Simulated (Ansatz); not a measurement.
AlBO3 (space group R-3c)

```yaml
crystal:
  lattice:
    - [2.23765, 1.29191, 4.57921]
    - [-2.23765, 1.29191, 4.57921]
    - [0.00000, -2.58382, 4.57921]
  atoms:
    - { symbol: Al, position: [0.50000, 0.50000, 0.50000] }
    - { symbol: Al, position: [0.00000, 0.00000, 0.00000] }
    - { symbol: B, position: [0.75000, 0.75000, 0.75000] }
    - { symbol: B, position: [0.25000, 0.25000, 0.25000] }
    - { symbol: O, position: [0.75000, 0.44126, 0.05874] }
    - { symbol: O, position: [0.25000, 0.55874, 0.94126] }
    - { symbol: O, position: [0.05874, 0.75000, 0.44126] }
    - { symbol: O, position: [0.94126, 0.25000, 0.55874] }
    - { symbol: O, position: [0.44126, 0.05874, 0.75000] }
    - { symbol: O, position: [0.55874, 0.94126, 0.25000] }
```

E(V) scan at fixed shape, V₀ the volume above. The atoms relax within the cell's symmetry.

All values below come from PBEsol (plane waves to 420 eV, PAW, scalar-relativistic; Ansatz, a first-principles code). k mesh 9×9×9 (Γ-centred), Fermi-Dirac smearing 0.05 eV. Stress and pressure are positive under compression. AlBO3 was relaxed with its symmetry unable to fall.

At one point of the scan the stress tensor (GPa) is:

```
  -10.9      0.0      0.0
    0.0    -10.9      0.0
    0.0      0.0     -7.5
```

Q: Which point is it?
A. V/V₀ = 1.033
B. V/V₀ = 1.067
C. V/V₀ = 1.100
D. V/V₀ = 1.050

A: D, V/V₀ = 1.050

(A scan under strain: stresses follow from slopes of the energy per volume, elastic moduli from its curvatures.)
